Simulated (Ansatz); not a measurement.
# From the elastic tensor of InPt3 to moduli and sound speeds

Method: Ansatz 0.2.0, DFT LDA, scalar-relativistic, plane waves, PAW. Cutoff 420 eV, 10×10×10 k-points (Γ-centred), Fermi-Dirac smearing of 0.15 eV. No spin polarisation.

It takes space group Pm-3m (No. 221, cubic). The conventional cell has a = 3.966 Å, b = 3.966 Å, c = 3.966 Å, α = 90.00°, β = 90.00°, γ = 90.00°. In (site symmetry m-3m) has 12 Pt at 2.80 Å as nearest neighbours. Pt (site symmetry 4/mmm) is surrounded by 4 In at 2.80 Å and 8 Pt at 2.80 Å.

In a metal, frequencies and elastic constants depend on the k mesh and the smearing, soft modes and shear constants most. Spin–orbit coupling is left out, which can shift energies with elements as heavy as these.

Relaxed-ion constants (GPa, on the Cartesian axes of the calculation):
C11 = 318.8, C12 = 205.7, C13 = 205.7, C22 = 318.8, C23 = 205.7, C33 = 318.8, C44 = 101.3, C55 = 101.3, C66 = 101.3 GPa; the others vanish.

Density 18.630 g/cm³; 4 atoms in 62.40 Å³.

The values that follow are for a polycrystal of randomly turned grains, by Hill's mean where one number stands.

With S = C⁻¹: B_V = (C11+C22+C33+2(C12+C13+C23))/9, G_V = (C11+C22+C33−C12−C13−C23+3(C44+C55+C66))/15, 1/B_R = S11+S22+S33+2(S12+S13+S23), 15/G_R = 4(S11+S22+S33−S12−S13−S23)+3(S44+S55+S66); Hill is their mean. Then v_l = √((B+4G/3)/ρ), v_t = √(G/ρ), v_m = [(2/v_t³+1/v_l³)/3]^(−1/3) and Θ = (ħ/k_B)·v_m·(6π²n/V)^(1/3) for n atoms in the volume V; E = 9BG/(3B+G), ν = (3B−2G)/(2(3B+G)) and A^U = 5G_V/G_R + B_V/B_R − 6.

```
Bulk modulus, Voigt / Reuss / Hill          : 243.4 / 243.4 / 243.4 GPa
Shear modulus, Voigt / Reuss / Hill         : 83.4 / 76.9 / 80.1 GPa
Young's modulus                             : 217 GPa
Poisson ratio                               : 0.352
Pugh ratio B/G                              : 3.04 (over 1.75, the rule of thumb for ductile)
Universal anisotropy index                  : 0.42
Longitudinal and transverse sound speeds    : 4336 and 2074 m/s
Debye temperature from the mean sound speed : 278 K
```

Cost: 1 run of about 1.8 core-minutes, on Arm Neoverse V1 (shared hosts).